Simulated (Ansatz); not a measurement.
Task: Ru (hcp (Mg type), P6_3/mmc) is relaxed with the program Ansatz at the PBE level (PAW). What lattice parameters of the conventional cell result?

Result: a = 2.721 Å, c = 4.295 Å.

The cell was relaxed with PBE under the symmetry of its start. The run is not spin-polarised. Axis ratios of metals converge slowly with the k-mesh, so a and c are less sure than the volume.

Potentials: the earlier of the program's two PAW sets.
